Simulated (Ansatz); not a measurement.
KAgBiBr2 in Ansatz, settings compared

Run with:

```bash
ansatz run input.yaml --threads 1 --pin off --max-ram 2560MiB --backend cpu --events-out ev --progress --plain --runs-dir out
```

input.yaml:

```yaml
crystal:
  lattice:
    - [4.287365, 0.0, 0.0]
    - [2.143682, -7.402209, 0.0]
    - [0.0, 0.0, -9.526998]
  atoms:
    - { symbol: Br, position: [0.34378, 0.31244, 0.43785] }
    - { symbol: Br, position: [0.65622, 0.68756, 0.93785] }
    - { symbol: Br, position: [0.65622, 0.68756, 0.56215] }
    - { symbol: Br, position: [0.34378, 0.31244, 0.06215] }
    - { symbol: Bi, position: [0.29152, 0.41696, 0.75] }
    - { symbol: Bi, position: [0.70848, 0.58304, 0.25] }
    - { symbol: Ag, position: [0.0, 0.0, 0.5] }
    - { symbol: Ag, position: [0.0, 0.0, 0.0] }
    - { symbol: K, position: [0.91903, 0.16194, 0.75] }
    - { symbol: K, position: [0.08097, 0.83806, 0.25] }
  symmetry: { tolerance: 0.0003 }
kpoints:
  mp_grid: { grid: [5, 5, 2], shift: [0, 0, 0] }
magnetization:
  spin_polarized: false
scf:
  occupations: { method: fermi_dirac }
hamiltonian:
  pseudopotentials: { kind: paw }
  xc: pbe
basis:
  ecutwfc: 420
output:
  forces: true
  stress: true
  eigenvalues: true
```

Origin of the cell: a known structure type with other elements, at an estimated volume, so it need not be a known compound.

The smearing width isn't typed, so it takes its default of 0.1 eV.

Output of this run (shortened):

```
SCF iter   1: F=—  HF=-54179.597483 eV  Δρ=3.85e-3  dr2=1.93e-1  defer=6
SCF iter   2: F=—  HF=-54179.579066 eV  Δρ=2.02e-3  dr2=1.76e-2  defer=24
SCF iter   3: F=—  HF=-54179.577435 eV  Δρ=1.04e-3  dr2=9.58e-3  defer=24
SCF iter   4: F=—  HF=-54179.576166 eV  Δρ=4.92e-4  dr2=2.12e-3  defer=24
SCF iter   5: F=—  HF=-54179.575913 eV  Δρ=2.20e-4  dr2=1.88e-4  defer=24
SCF iter   6: F=—  HF=-54179.575898 eV  Δρ=8.60e-5  dr2=2.92e-5  defer=24
SCF iter   7: F=—  HF=-54179.575776 eV  Δρ=2.03e-5  dr2=1.77e-6  defer=23
SCF iter   8: F=—  HF=-54179.575776 eV  Δρ=5.86e-6  dr2=1.18e-7  defer=23
SCF iter   9: F=-54179.575776 eV  HF=-54179.575776 eV  Δρ=1.73e-6  dr2=9.61e-9
SCF 1 converged in 9 iterations: F = -54179.575776 eV  dr2 = 9.61e-9
SCF converged after 9 iterations
Free energy (F): -54179.575776 eV
Harris-Foulkes:  -54179.575776 eV  (|F-HF|=1.06e-8)
Internal energy: -54179.364298 eV  (E = F + TS)
E sigma→0 (E₀):  -54179.470037 eV
Entropy (-TS):   -0.211478 eV (-21.148 meV/atom)
Fermi energy:    7.246114 eV
--- Per-component energies (eV) ---
  E_band       = -1333.312450
  E_kinetic    = 2708.627413
  E_local      = -12859.229219  (includes V_loc(G=0)·N_el)
  E_nonlocal   = 1593.231346
  E_hartree    = 5115.349929
  E_xc         = -1996.216109
  E_vxc        = -1496.568800  (∫ρ·V_xc dr)
  E_paw        = -39687.348258  (= ΣΔE_a)
  E_vpaw       = -1510.072779  (= ΣTr[D̂ρ^β])
  E_aug_tail   = -0.000234  (compensation charges beyond the density's cutoff)
  E_ewald      = -9053.779167
  E_smearing   = -0.211478  (= −TS)
  Σ components = -54179.575776   (vs F -54179.575776, Δ=0.00e0)
--- Forces (eV/Å), atoms counted from 1 ---
  atom   1  Br     0.000000     0.648770    -0.458363
  atom   2  Br    -0.000000    -0.648770    -0.458363
  atom   3  Br    -0.000000    -0.648770     0.458363
[… 2 lines left out …]
  atom   6  Bi     0.000000     2.621351     0.000000
  atom   7  Ag     0.000000     0.000000    -0.000000
  atom   8  Ag     0.000000     0.000000     0.000000
  atom   9  K      0.000000     1.795308     0.000000
  atom  10  K     -0.000000    -1.795308     0.000000
  max |Σ_I F_I| component: 2.22e-16 eV/Å
--- Stress (GPa, compression-positive) ---
        5.578912      -0.000000       0.000000
       -0.000000       5.481137       0.000000
        0.000000       0.000000       5.186099
  P = ⅓ Tr σ = 5.4154 GPa (54.154 kbar)
```

The same input was run again with these changes:

1. `hamiltonian.pseudopotentials` { kind: paw } → { kind: nc, accuracy: standard }; `scf.lower_state_search` default → standard
2. `accuracy` default → medium; `scf.initial_density.chi_scale` default → 0.0
3. `scf.n_extra_bands` default → 32; `kpoints.mp_grid.grid` [5, 5, 2] → [2, 2, 1]; `basis.ecutrho_ratio` default → 8
4. `scf.n_extra_bands` default → 32

```tsv
run	end	SCF iterations	P (GPa)	max force component (eV/Å)	moment (μB)	ΔE(σ→0) (meV/atom)
base	converged	9	5.42	2.621	–	0
1	converged	9	5.22	2.684	–	–
2	converged	10	5.42	2.621	–	0.00
3	converged	9	4.78	2.331	–	-63.01
4	converged	9	5.42	2.621	–	0.00
```

Energies are compared only where functional, datasets, charge and starting cell are the same.

Not properties of the system: run 3 (too coarse or loose: `kpoints.mp_grid.grid` = [2, 2, 1]).

Caveats of the base run: no spin-orbit coupling, though heavy elements are present; the k mesh is coarse if the cell is a metal.

Run 1: the cutoff lies below the datasets' advice.

The base run ran for 24 s of wall time on 1 CPU thread(s) of a shared host, from the program's own first density.
